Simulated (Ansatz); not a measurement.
**EuTe₂ in the fluorite structure**

The computed numbers are results of PBE, scalar-relativistic (collinear spin) in the plane-wave PAW code Ansatz at 420 eV, Γ-centred 8×8×4 mesh, 0.05 eV Gaussian smearing; PAW files: Ansatz's generated set soft_2.

```
CELL_PARAMETERS angstrom
0.00000 3.78089 3.78089
3.78089 0.00000 3.78089
7.56178 7.56178 0.00000
ATOMIC_POSITIONS crystal
Eu 0.00000 0.00000 0.00000
Te 0.25000 0.25000 0.12500
Te 0.75000 0.75000 0.37500
Eu 0.00000 0.00000 0.50000
Te 0.25000 0.25000 0.62500
Te 0.75000 0.75000 0.87500
```

The cell came from substitution into a structure type; whether the compound takes it is for experiment to say.

Magnetic state: antiferromagnetic, site spin moments Eu 6.64, -6.64; Te -0.08, 0.08 μB.

The geometry was relaxed with PBE and stays fixed; the gap of the first row includes a band path, the others are on their meshes. A negative pressure means that the level wants a smaller cell.

```tsv
level	k-mesh	gap (eV)	P (GPa)	largest spin moment (μB)	f electrons (Löwdin)	rough cost (core-min)
PBE	8×8×4	metal	0.0	6.64	6.72	–
```

(1) One more run on this cell gave a gap of zero (metallic), a pressure of -3.5 GPa, a largest spin moment of 6.63 μB. Which level was it?
A. PBEsol (8×8×4)
B. LDA (8×8×4)
C. r²SCAN (8×8×4, 500 eV)

(2) One more run on this cell gave a gap of zero (metallic), a pressure of -2.2 GPa, a largest spin moment of 6.64 μB. Which level was it?
A. r²SCAN (8×8×4, 500 eV)
B. PBEsol (8×8×4)
C. LDA (8×8×4)

Answers:

(1) B.

(2) B.

The levels offered and not asked for:
| level | k-mesh | gap (eV) | P (GPa) | largest spin moment (μB) | f electrons (Löwdin) | rough cost (core-min) |
| --- | --- | --- | --- | --- | --- | --- |
| r²SCAN | 8×8×4, 500 eV | metal | 0.0 | 6.69 | 6.72 | 1.4 |

**Why the levels differ.**

To first order a pressure P at this geometry moves the equilibrium volume by ΔV/V ≈ P/B0, with B0 = 34 GPa from PBE's equation of state: PBEsol −2.18/34.3 = −6.4 %, about 33.7 Å³/atom; LDA −3.46/34.3 = −10.1 %, about 32.4 Å³/atom (from 36.03). These are estimates, not relaxations, and those over 6 % overshoot where the cell shrinks, since it stiffens.

The pressures rise from LDA over PBEsol to PBE. The gradient terms favour an uneven density and so weaken the binding; PBEsol's are smaller than PBE's, and LDA has none.

No row holds spin–orbit coupling, which matters for elements this heavy.

Without a U the 4f levels of Eu lie too near the Fermi level, so their share of the states there, and what hangs on it, is overstated. The run wasn't fully tested for a lower electronic state. A displaced or strained copy of the relaxed cell lay 0.7 meV/atom lower, so on this mesh the structure isn't a minimum; in a metal a finer mesh can change so small a difference.

Levels after the first row that show no cost went on from its state.

Pressures are a third of the stress tensor's trace; costs are rough, on shared cores (Intel(R) Xeon(R) 6975P-C (Granite Rapids)).
